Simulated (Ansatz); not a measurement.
**Equation of state of Pb from a dense series**

```
CELL_PARAMETERS angstrom
3.48000 0.00000 0.00000
-1.74000 3.01377 0.00000
0.00000 0.00000 5.59000
ATOMIC_POSITIONS crystal
Pb 0.33333 0.66667 0.25000
Pb 0.66667 0.33333 0.75000
```

Atoms are numbered in the order listed.

The cell is COD entry 1537623, as deposited and not checked against the literature; nothing was relaxed.

Spin–orbit coupling is left out, though it moves levels of the heavy atoms by tenths of an eV or more.

Theory: Ansatz 0.2.0, DFT, PBEsol, all-electron LAPW, scalar-relativistic.

Numerical set-up: a Γ-centred 14×14×8 k mesh, Fermi–Dirac smearing of 0.08 eV, basis error target 0.5 meV/atom, no spin polarisation.

The cell is scaled evenly. Fractional coordinates are held (clamped ions).

```json
{"V (Å³/atom)": "27.555", "P (GPa)": "4.70"}
{"V (Å³/atom)": "28.141", "P (GPa)": "3.32"}
{"V (Å³/atom)": "28.727", "P (GPa)": "2.09"}
{"V (Å³/atom)": "29.021", "P (GPa)": "1.53"}
{"V (Å³/atom)": "29.314", "P (GPa)": "1.00"}
{"V (Å³/atom)": "29.607", "P (GPa)": "0.49"}
{"V (Å³/atom)": "29.900", "P (GPa)": "0.02"}
{"V (Å³/atom)": "31.073", "P (GPa)": "-1.62"}
```

(1) Fit a third-order Birch–Murnaghan curve to the pressures.

(2) Predict the pressure at the withheld volume, 30.486 Å³/atom.

Results:

(1) P = (3B0/2)(y^(7/2) − y^(5/2))[1 + (3/4)(B0′ − 4)(y − 1)] with y = (V0/V)^(2/3) fits within 0.01 GPa for V0 = 29.914 Å³/atom, B0 = 46.8 GPa and B0′ = 4.89.

(2) There y = 0.9874, so the fit gives -0.85 GPa; the run gave -0.85 GPa.
